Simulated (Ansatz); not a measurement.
The elements of this relaxed trial crystal are hidden behind letters.

```
lattice vectors (Å)
   5.0969    0.0000    0.0000
  -2.5484    4.4140    0.0000
   0.0000    0.0000    5.6413
fractional positions
X 0.3333 0.6667 0.7575
X 0.3333 0.6667 0.2425
X 0.6667 0.3333 0.2425
X 0.6667 0.3333 0.7575
X 0.0000 0.0000 0.0000
Z 0.0000 0.0000 0.5000
```

The calculation used DFT PBE, scalar-relativistic, plane waves, PAW in Ansatz. Plane waves to 420 eV, a 12×12×8 mesh through Γ for the 6-atom cell and 0.10 eV Gaussian smearing; no spin polarisation.

- Space group: P6/mmm (No. 191)
- Conventional cell: a = 5.097 Å, c = 5.641 Å
- Volume per atom: 21.15 Å³
- Density: 11.93 g/cm³
- Formation energy: +0.27 eV/atom
- Gap on the 12×12×8 mesh of the 6-atom cell: 0 eV (a metal)

Energies are uncorrected and count from the elements' standard states at the same level.

Problem. X is a d-block element of period 6 and Z is a p-block element of period 2. Which elements are they?

Solution. X = Hf, Z = F, so the formula is Hf5F. Density times volume gives a mean mass of 11.93 × 21.15/1.6605 = 152.0 u per atom, and this set has 151.9 u. Among the elements that the hints allow, noble gases aside, only these give it. Hf on a site of symmetry 3m has 1 Hf at 2.74 Å, 4 Hf at 2.91–2.94 Å, 3 Hf at 3.25 Å and 3 F at 3.28 Å; around Hf on a site of symmetry 6/mmm lie 2 F at 2.82 Å and 12 Hf at 3.25 Å; around F lie 2 Hf at 2.82 Å and 12 Hf at 3.28 Å.

Spin–orbit coupling, which can matter for Hf, is left out. The cell is a metal run without spin; a magnetic state may lie lower. Symmetry constrained the relaxation, so the result can be a saddle point. Another cell of Hf5F relaxed alike, in P-6m2, lies 0.74 eV/atom lower, so this cell isn't the stable form at this level.
